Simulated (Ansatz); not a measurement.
**CsCaBO3 — B-11 NMR of the central transition**

Cell: a refined structure from the COD, its atoms then relaxed with PBE in this cell.

```cif
data_CsCaBO3
_symmetry_space_group_name_H-M 'P2_13'
_symmetry_Int_Tables_number 198
_cell_length_a 7.5720
_cell_length_b 7.5720
_cell_length_c 7.5720
_cell_angle_alpha 90.000
_cell_angle_beta 90.000
_cell_angle_gamma 90.000
loop_
_atom_site_label
_atom_site_type_symbol
_atom_site_symmetry_multiplicity
_atom_site_Wyckoff_symbol
_atom_site_fract_x
_atom_site_fract_y
_atom_site_fract_z
Cs Cs 4 a 0.6405 0.3595 0.8595
Ca Ca 4 a 0.8563 0.8563 0.8563
B B 4 a 0.0956 0.5956 0.9044
O O 12 b 0.0852 0.7332 0.0265
```

One atom of each set is listed.

Level of theory: DFT, PBE, plane waves and PAW, scalar-relativistic, 420 eV cutoff, Γ-centred 3×3×3 k-points, Fermi–Dirac smearing 0.02 eV (Ansatz 0.2.0).

B-11 has I = 3/2 and Q = 40.59 mb (Pyykkö 2018); at 35.2 T its Larmor frequency is ν₀ = 480.9 MHz. Only the quadrupole interaction is simulated: positions count from each site's isotropic chemical shift, and J coupling is left out, as are shift anisotropy and dipolar coupling, which fast spinning averages.

Task: What does the B-11 spectrum (fast magic-angle spinning) show for each site?

Result: 

| site | first shell | C_Q (MHz) | η | P_Q (MHz) | δ_QIS (ppm) | breadth (kHz) |
| --- | --- | --- | --- | --- | --- | --- |
| B | 3 O at 1.40 Å | 2.38 | 0.00 | 2.38 | -0.615 | 0.633 |

δ_QIS = −(ν_Q²/30ν₀²)[I(I+1) − 3/4](1 + η²/3) × 10⁶ ppm with ν_Q = 3|C_Q|/[2I(2I−1)]; it falls as 1/B₀² in ppm, and the breadth as 1/B₀ in kHz.

An axis of threefold or higher order runs through B, so V_zz lies along it and η is zero.
